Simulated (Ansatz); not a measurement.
**La2SbN2 in Ansatz, relaxation**

The input file (Ansatz 0.2.0, plane waves):

```yaml
crystal:
  lattice:
    - [0.0, 4.127659, 0.0]
    - [4.127659, 0.0, 0.0]
    - [2.06383, 2.06383, -6.916811]
  atoms:
    - { symbol: "N", position: [0.25, 0.75, 0.5] }
    - { symbol: "N", position: [0.75, 0.25, 0.5] }
    - { symbol: Sb, position: [0.0, 0.0, 0.0] }
    - { symbol: La, position: [0.344, 0.344, 0.312] }
    - { symbol: La, position: [0.656, 0.656, 0.688] }
  symmetry: { tolerance: 0.0003 }
kpoints:
  mp_grid: { grid: [7, 7, 7], shift: [0, 0, 0] }
magnetization:
  spin_polarized: false
scf:
  occupations: { method: fermi_dirac }
  lower_state_search: "off"
hamiltonian:
  pseudopotentials: { kind: paw }
  xc: r2scan
basis:
  ecutwfc: 500
  fft_grid_basis: typed
relax:
  max_steps: 40
  cell: { p_target: 0.0 }
  f_tol: 0.03
output:
  forces: true
  stress: true
  eigenvalues: true
  bader: true
  populations: true
  elf: true
  write_potential: true
  volumetric_format: npy
  dos:
    e_range: [-12, 8]
    de: 0.05
    projected: { site_lists: { La: [La], "N": ["N"], Sb: [Sb] } }
  write_density: true
checkpoint:
  read: saved_state
```

Run with:

```bash
ansatz run input.yaml --threads 2 --pin off --max-ram 3584MiB --backend cpu --events-out ev --progress --plain --runs-dir out
```

Origin of the cell: a known structure type with other elements, at an estimated volume, so it need not be a known compound.

The smearing width isn't typed, so it takes its default of 0.1 eV.

The saved state is a converged single point of the same cell.

Output (shortened):

```
La: projections on atomic orbitals take those of the free atom [Kr 4d10] 4f0 5s2 5p6 5d1 6s2, of charge +0.00 (hamiltonian.pseudopotentials.projection_atoms); the dataset's partial waves leav […]
Pseudopotentials: kind: paw
Pseudopotential: N, paw, valence charge 5, recommended cutoff 500 eV (meta_gga), N.paw.azcp
Pseudopotential: Sb, paw, valence charge 15, recommended cutoff 500 eV (meta_gga), Sb.paw.azcp
Pseudopotential: La, paw, valence charge 11, recommended cutoff 500 eV (meta_gga), La.paw.azcp
Functional definition: r2SCAN
  exchange = r2scan_x(k0 = k0, k1 = k1, a1 = a1)
  correlation = r2scan_c
Crystal: 5 atoms, lattice volume = 117.846 Å³
Basis set: ecut = 500 eV, 3009 PW (Γ), exchange–correlation on 128×128×240 points (64 copies of the dense FFT grid, shifted against one another)
Bands: 29, of which v1, the nominal top of the filled ones, is band 24 counted from 1 (23 counted from 0)
[… 13 lines left out …]
Initial density: read from a saved state, or passed on in memory by an earlier SCF of this step, an earlier step, the calling program or the single point that the run made first
Functional: x = r2scan, c = r2scan; τ floored in thin density (d = 2e-4 eV/Å³)
SCF iter   1: F=-19802.254489 eV  HF=-19802.420980 eV  Δρ=5.81e-3  dr2=1.82e-1  dr2_τ=3.53e-3
SCF iter   2: F=-19802.373157 eV  HF=-19802.414016 eV  Δρ=5.25e-3  dr2=4.95e-2  dr2_τ=8.46e-3
SCF iter   3: F=-19802.403909 eV  HF=-19802.410520 eV  Δρ=1.10e-3  dr2=8.48e-3  dr2_τ=1.67e-4
SCF iter   4: F=-19802.409326 eV  HF=-19802.409682 eV  Δρ=3.90e-4  dr2=6.85e-4  dr2_τ=6.34e-6
SCF iter   5: F=-19802.409557 eV  HF=-19802.409617 eV  Δρ=2.38e-4  dr2=1.07e-4  dr2_τ=5.45e-6
SCF iter   6: F=-19802.409613 eV  HF=-19802.409620 eV  Δρ=8.35e-5  dr2=1.37e-5  dr2_τ=4.70e-7
SCF iter   7: F=-19802.409626 eV  HF=-19802.409626 eV  Δρ=1.29e-5  dr2=1.83e-7  dr2_τ=2.20e-8
SCF iter   8: F=-19802.409626 eV  HF=-19802.409626 eV  Δρ=3.84e-6  dr2=2.27e-8  dr2_τ=4.37e-10
relax step   1: F+E_penalty+E_count = -19802.409626 eV  Δ(F+E_penalty+E_count) = +0.000e0 eV  max|allowed force component| = 1.500e0 eV/Å  Δτ_max = 0.0000 Å  P = -2.849 GPa  Ω = 117.846 Å³  ( […]
relax step   2: F+E_penalty+E_count = -19802.471859 eV  Δ(F+E_penalty+E_count) = -6.223e-2 eV  max|allowed force component| = 1.396e0 eV/Å  Δτ_max = 0.1984 Å  P = +5.099 GPa  Ω = 116.316 Å³ […]
relax step   3: F+E_penalty+E_count = -19802.613705 eV  Δ(F+E_penalty+E_count) = -1.418e-1 eV  max|allowed force component| = 1.704e-1 eV/Å  Δτ_max = 0.0751 Å  P = -0.260 GPa  Ω = 119.735 Å³ […]
relax step   4: F+E_penalty+E_count = -19802.628084 eV  Δ(F+E_penalty+E_count) = -1.438e-2 eV  max|allowed force component| = 6.374e-2 eV/Å  Δτ_max = 0.0138 Å  P = -0.108 GPa  Ω = 120.530 Å³ […]
relax step   5: F+E_penalty+E_count = -19802.646360 eV  Δ(F+E_penalty+E_count) = -1.828e-2 eV  max|allowed force component| = 2.759e-2 eV/Å  Δτ_max = 0.0220 Å  P = +0.203 GPa  Ω = 122.110 Å³ […]
relax step   6: F+E_penalty+E_count = -19802.646946 eV  Δ(F+E_penalty+E_count) = -5.861e-4 eV  max|allowed force component| = 1.388e-3 eV/Å  Δτ_max = 0.0016 Å  P = -0.020 GPa  Ω = 122.250 Å³ […]
relax step   7: F+E_penalty+E_count = -19802.647003 eV  Δ(F+E_penalty+E_count) = -5.679e-5 eV  max|allowed force component| = 6.300e-4 eV/Å  Δτ_max = 0.0003 Å  P = -0.000 GPa  Ω = 122.266 Å³ […]
relax step   8: F+E_penalty+E_count = -19802.648303 eV  Δ(F+E_penalty+E_count) = -1.300e-3 eV  max|allowed force component| = 6.523e-4 eV/Å  Δτ_max = 0.0000 Å  P = +0.009 GPa  Ω = 122.266 Å³  stress off target by 2.85e-2 GPa […]
SCF 8 converged in 6 iterations: F = -19802.648303 eV  dr2 = 2.94e-11
basis re-selected at this cell: Δ(F+E_penalty+E_count) = -1.300e-3 eV, ΔP = +0.010 GPa vs the last step (what re-selecting the basis moved, of the pressure what is left beyond the Pulay corre […]
SCF converged after 6 iterations
Free energy (F): -19802.648303 eV
Harris-Foulkes:  -19802.648303 eV  (|F-HF|=1.09e-11)
Internal energy: -19802.496288 eV  (E = F + TS)
E sigma→0 (E₀):  -19802.572295 eV
Entropy (-TS):   -0.152015 eV (-30.403 meV/atom)
Fermi energy:    8.470955 eV
--- Per-component energies (eV) ---
  E_band       = -284.655206
  E_kinetic    = 850.322353
  E_local      = -2957.434085  (includes V_loc(G=0)·N_el)
  E_nonlocal   = 643.379677
  E_hartree    = 1204.553805
  E_xc         = -510.530660
  E_vxc        = -592.730343  (∫ρ·V_xc dr)
  E_paw        = -15734.579837  (= ΣΔE_a)
  E_vpaw       = -670.872659  (= ΣTr[D̂ρ^β])
  E_aug_tail   = 0.000033  (compensation charges beyond the density's cutoff)
  E_vtau       = 33.572110  (kinetic-family band-sum trace: ∫τ·v_τ [+ j·A + Jᵃ·Aᵃ] dr)
  E_ewald      = -3298.791507
  E_core_change = 0.583933  (= ΣΔE_core)
  E_smearing   = -0.152015  (= −TS)
  Σ components = -19802.648303   (vs F -19802.648303, Δ=0.00e0)
--- Forces (eV/Å), atoms counted from 1 ---
  atom   1  N      0.000000     0.000000     0.000000
  atom   2  N     -0.000000    -0.000000    -0.000000
  atom   3  Sb    -0.000000     0.000000     0.000000
  atom   4  La    -0.000000    -0.000000     0.000652
  atom   5  La     0.000000     0.000000    -0.000652
  max |Σ_I F_I| component: 5.55e-17 eV/Å
--- Stress (GPa, compression-positive) ---
       -0.000151      -0.000000      -0.000000
       -0.000000      -0.000151      -0.000000
       -0.000000      -0.000000       0.028472
  P = ⅓ Tr σ = 0.0094 GPa (0.094 kbar)
--- Relaxed structure (7 steps of the walk, 7 accepted, 1 SCFs on fresh bases) ---
  F+E_penalty+E_count = -19802.648303 eV   max|allowed force component| = 6.523e-4 eV/Å   (the final SCF, on the basis selected at the relaxed cell)
  cell:  # Å, volume = 122.2661 Å³
    - [-2.647e-15, 4.053003, 1.464e-7]
    - [4.053003, -2.647e-15, 1.464e-7]
    - [2.026502, 2.026502, -7.443069]
  atoms:
    - { symbol: N, position: [0.250000, 0.750000, 0.500000] }
    - { symbol: N, position: [0.750000, 0.250000, 0.500000] }
    - { symbol: Sb, position: [0.0, 0.0, 0.0] }
    - { symbol: La, position: [0.332599, 0.332599, 0.334802] }
    - { symbol: La, position: [0.667401, 0.667401, 0.665198] }
--- Löwdin populations: 5 sites ---
  site symbol       q [e]
     0      N      5.3980
     1      N      5.3980
     2     Sb     15.2560
     3     La     10.4436
     4     La     10.4436
  spilling = 0.001294 (of n_electrons = 47.000000)
--- Bader charges: 5 sites ---
  site symbol  charge [e]  shift [e]
     0      N     -1.3714     0.0005
     1      N     -1.3715     0.0005
     2     Sb     -0.8380     0.0000
     3     La      1.7905     0.0005
     4     La      1.7904     0.0005
  estimated error of the sums over rays = 3.9e-4 e
```

The starting structure.

Space group I4/mmm (No. 139); the run's cell has a = 4.128 Å, b = 4.128 Å, c = 7.507 Å, α = 74.04°, β = 74.04°, γ = 90.00°. Shortest distances: La–N 2.44 Å, N–N 2.92 Å.

After:

Space group I4/mmm (No. 139); the run's cell has a = 4.053 Å, b = 4.053 Å, c = 7.976 Å, α = 75.28°, β = 75.28°, γ = 90.00°. Shortest distances: La–N 2.37 Å, N–N 2.87 Å.

* Free energy lowered by: 47.7 meV/atom
* Volume change: 3.75 %
* Final pressure: 0.01 GPa
* Relaxation steps listed: 8

Caveats: no moments, though an odd count or open d shells may carry them; no spin-orbit coupling, though heavy elements are present; the relaxation held the start's symmetry, so the end may be a saddle point.

It ran for 2.5 min on 2 threads of Arm Neoverse V1 (shared host), peak memory 0.81 GiB, from a saved density.
